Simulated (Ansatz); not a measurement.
Relaxed-ion elastic tensor of TePd (NiAs type, P6_3/mmc) in GPa (Voigt order), DFT-PBEsol in the program Ansatz with PAW potentials; density 9.25 g/cm³, 21.01 Å³ per atom.

```
 152   113  86.4   0.0   0.0   0.0
 113   152  86.4   0.0   0.0   0.0
86.4  86.4   171   0.0   0.0   0.0
 0.0   0.0   0.0  22.0   0.0   0.0
 0.0   0.0   0.0   0.0  22.0   0.0
 0.0   0.0   0.0   0.0   0.0  19.5
```

Q: Is the crystal mechanically stable?

A: Yes: the smallest eigenvalue of C is 19.5 GPa.

Q: Work out the Voigt, Reuss and Hill averages.

A: K_V = 116, K_R = 116, K_H = 116; G_V = 25.3, G_R = 23.1, G_H = 24.2 GPa.

Q: Give Young's modulus, Poisson's ratio, Pugh's ratio and the universal anisotropy index.

A: E = 9KG/(3K + G) = 68.0 GPa; ν = 0.40; K/G = 4.80 (ductile by the Pugh limit of 1.75); A_U = 5G_V/G_R + K_V/K_R − 6 = 0.48.

Q: Estimate the sound speeds and the Debye temperature.

A: v_l = √((K + 4G/3)/ρ) = 4010 m/s, v_t = √(G/ρ) = 1620 m/s, mean 1830 m/s; Θ = (h/k)(3n/4πV)^(1/3) v_m = 198 K.

Q: How much does each axis shrink under pressure?

A: Linear compressibilities β_i = Σ_j S_ij (j = 1 to 3): x 2.8, y 2.8, z 3.0 per TPa.

The first step of the workflow began from a Materials Project structure, measured or hypothetical; the Crystallography Open Database files this formula in space group No. 194, but the cells were not matched. Its standing as an ambient phase is unchecked. The PBEsol relaxation kept the symmetry of its start; its stability against distortions is not shown here. The run is not spin-polarised. As this level gives no gap, shear constants depend on the k-mesh and smearing (Fermi–Dirac, 0.1 eV here). Scalar-relativistic: spin–orbit coupling is off unless named, which matters more the heavier the elements.

Potentials: the later of the program's two PAW sets.
